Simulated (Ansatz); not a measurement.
Equation of state of boron, fcc

Computed with DFT, r2SCAN, plane waves (500 eV) with PAW, scalar-relativistic in Ansatz 0.2.0. The PAW files were generated under PBE, with cores re-solved for the functional.

The cell is scaled uniformly from the relaxed one, with fractional coordinates and shape fixed. Energies are extrapolated to zero smearing, pressures are those at the given smearing. Magnetic state: spin not included.

| V (Å³/atom) | E − E₀ (meV/atom) | P (GPa) |
| --- | --- | --- |
| 5.122 | 90.1 | 45.67 |
| 5.355 | 37.4 | 27.49 |
| 5.587 | 8.8 | 12.47 |
| 5.820 | 0.0 | 0.07 |
| 6.053 | 7.6 | -10.18 |
| 6.286 | 28.7 | -18.63 |
| 6.519 | 60.9 | -25.59 |

Task: Fit a third-order Birch-Murnaghan equation.

Result: V₀ = 5.82 Å³/atom, B₀ = 280 GPa, B₀′ = 3.8.
